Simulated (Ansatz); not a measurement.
# K (bcc)

Level of theory: DFT, LDA, scalar-relativistic, no spin polarisation; plane waves to 420 eV with PAW datasets (Ansatz 0.2.0), 12×12×12 k-mesh, Gaussian smearing of 0.05 eV. The datasets are Ansatz's generated set soft_2.

```
K
1.0
    -2.52355    2.52355    2.52355
     2.52355   -2.52355    2.52355
     2.52355    2.52355   -2.52355
K
1
Direct
  0.00000 0.00000 0.00000
```

Cell and atoms are those of this level's equilibrium.

Path: Γ–H–N–Γ–P–H | P–N, with Γ = (0.000, 0.000, 0.000), H = (0.500, -0.500, 0.500), N = (0.000, 0.000, 0.500), P = (0.250, 0.250, 0.250) in reciprocal vectors of the calculation's cell.

Q: Is it a metal or an insulator, and if it has a gap, where are the band edges on this path?

A: A metal: bands cross the Fermi level.

Bands as a text map, energy in eV from the Fermi level (dashes), each leg drawn with the same width:
```
  2.57 |    *            *       *       *      *    
  2.25 |                          *     *      *     
  1.93 |     *          *          *          *      
  1.61 |      ****                  **** *****       
  1.29 |      *  **    *             ****    **      
  0.96 |           ****            *           ******
  0.64 |     *      *                            **  
  0.32 |             **                            **
  0.00 |---------------*----------*------------------
 -0.32 |    *                                        
 -0.64 |                *        *                   
 -0.96 |                                             
 -1.29 |   *             *      *                    
 -1.61 |                  *                          
 -1.93 |  *                *   *                     
 -2.25 |**                  ***                      
 -2.57 |                                             
 -2.89 |                                             
 -3.21 |                                             
 -3.54 |                                             
 -3.86 |                                             
 -4.18 |                                             
 -4.50 |                                             
 -4.82 |                                             
 -5.14 |                                             
 -5.46 |                                             
 -5.79 |                                             
 -6.11 |                                             
        Γ      H      N      Γ      P      HP       N
```

With 9 valence electrons in the calculation's cell and no magnetic order, the bands, two electrons each, can't all be full or empty: band theory demands a metal. The relaxed cell is 10 % smaller in volume than the cell of this structure in the Crystallography Open Database (71.77 Å³/atom, 1956).
